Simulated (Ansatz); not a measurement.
Method: DFT PBE, scalar-relativistic, plane waves, PAW in Ansatz. Cutoff 420 eV, Γ-centred 10×10×10 mesh (9-atom cell), Gaussian smearing of 0.10 eV, no spin polarisation.

Formation energies are uncorrected and refer to the elements' standard structures at the same level.

Task: Give a relaxed trial structure of an orthorhombic metal made of Ge, Mo and W, with a formation energy near −0.07 eV/atom and a density near 9.72 g/cm³, in a cell of 9 atoms.

Result: Ge6Mo2W, space group Fmmm (No. 69). Ge on a site of symmetry m is surrounded by 5 Ge at 2.69–2.78 Å, 4 Mo at 2.71–2.80 Å, 1 W at 2.72 Å and 4 Ge at 3.34 Å; Ge on a site of symmetry m2m has 5 Ge at 2.69–2.78 Å, 3 W at 2.72–2.80 Å, 2 Mo at 2.72 Å and 4 Ge at 3.34 Å; around Mo lie 10 Ge at 2.71–2.80 Å, 2 Mo at 3.33 Å and 2 W at 3.34 Å; W is surrounded by 10 Ge at 2.72–2.80 Å and 4 Mo at 3.34 Å.

Space group Fmmm (No. 69). a = 4.721 Å, b = 8.287 Å, c = 14.166 Å, α = 90.00°, β = 90.00°, γ = 90.00°
```csv
atom,site,symmetry,x,y,z
Ge,16m,m..,0.0000,0.6620,0.8332
Ge,8h,m2m,0.5000,0.6620,0.0000
Mo,8i,mm2,0.0000,0.0000,0.8330
W,4b,mmm,0.5000,0.0000,0.0000
```

| Quantity | Value |
| --- | --- |
| Volume per atom | 15.40 Å³ |
| Density | 9.72 g/cm³ |
| Formation energy | −0.07 eV/atom |
| Gap on the 10×10×10 mesh of the 9-atom cell | 0 eV (a metal) |

The cell was found from a structure generator's guess, not taken from experiment. Other answers may fit too; this one was computed.

Spin–orbit coupling, which can matter for W, is left out. A structure relaxed within its symmetry needn't be a true minimum.
